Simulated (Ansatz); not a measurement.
SiGeC₂:
```cif
data_C2GeSi
_chemical_formula_sum 'Ge1 Si1 C2'
_space_group_name_H-M_alt 'P-4m2'
_space_group_IT_number 115
_space_group_name_Hall 'P -4 -2'
_cell_length_a 3.15585
_cell_length_b 3.15585
_cell_length_c 4.45331
_cell_angle_alpha 90.000
_cell_angle_beta 90.000
_cell_angle_gamma 90.000
loop_
_atom_site_label
_atom_site_type_symbol
_atom_site_symmetry_multiplicity
_atom_site_Wyckoff_symbol
_atom_site_fract_x
_atom_site_fract_y
_atom_site_fract_z
_atom_site_occupancy
Ge1 Ge 1 c 0.50000 0.50000 0.50000 1
Si1 Si 1 a 0.00000 0.00000 0.00000 1
C1 C 2 g 0.00000 0.50000 0.23634 1
```

Relaxed with PBEsol.

Question: Give the optical modes at the zone centre with their infrared activity from DFPT, DFT-PBEsol in the program Ansatz with PAW potentials.

Answer: Transverse frequencies, without the LO–TO term; a row sums one degenerate level.

| ω (cm⁻¹) | degeneracy | IR ((D/Å)²/amu) | activity | symmetry |
|---|---|---|---|---|
| 281 | 2 | 0.21 | IR | E |
| 481 | 1 | 1.00 | IR | B2 |
| 688 | 2 | 22.66 | IR | E |
| 737 | 1 | 34.88 | IR | B2 |
| 757 | 2 | 46.74 | IR | E |
| 779 | 1 | 0.00 | IR-inactive | A1 |

The start of the workflow was typed in or built on a structure type; neither database checked (COD, Materials Project) lists it. Its standing as an ambient phase is unchecked. The PBEsol relaxation kept the symmetry of its start; its stability against distortions is not shown here.

Potentials: the later of the program's two PAW sets.
